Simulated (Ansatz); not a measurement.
Here is the system:

In2Se3:
```yaml
crystal:
  lattice:
    - [-3.95994, 0.00000, 0.00000]
    - [-0.00288, -0.00459, -9.61767]
    - [-1.97978, -3.42967, 0.00000]
  atoms:
    - { symbol: In, position: [0.66667, 0.19350, 0.66649] }
    - { symbol: In, position: [0.33333, 0.80650, 0.33351] }
    - { symbol: Se, position: [0.00000, 0.00000, 0.00000] }
    - { symbol: Se, position: [0.66668, 0.66866, 0.66706] }
    - { symbol: Se, position: [0.33332, 0.33134, 0.33294] }
```

This is the r²SCAN+D4-relaxed structure.

Question: All from r²SCAN+D4 in the plane-wave PAW code Ansatz, unless another level is named. Predict the band gap.

Answer: 0.36 eV (indirect).

Question: And the smallest direct gap on the standard path?

Answer: 0.86 eV.

Question: What about the hole effective mass?

Answer: 0.29, 2.2, 2.2 mₑ (principal values).

Question: Give the electron effective mass.

Answer: 0.15, 0.25, 0.59 mₑ (principal values).

Question: Give the conduction-band minimum.

Answer: at Z.

Space group P-3m1 (La2O3 or Ni2Al3 type). The workflow started from a Materials Project entry (that database holds measured and hypothetical structures alike); the Crystallography Open Database copy checked does not list it. COD files the formula under space group No. 160, 166, 169, 170, so this cell is another polymorph or a model. Whether it is the stable phase at ambient conditions was not checked. Symmetry was held in the r²SCAN+D4 relaxation; its stability against distortions is not shown here. Scalar-relativistic: spin–orbit coupling is off unless named, which matters more the heavier the elements.

Potentials: the later of the program's two PAW sets.
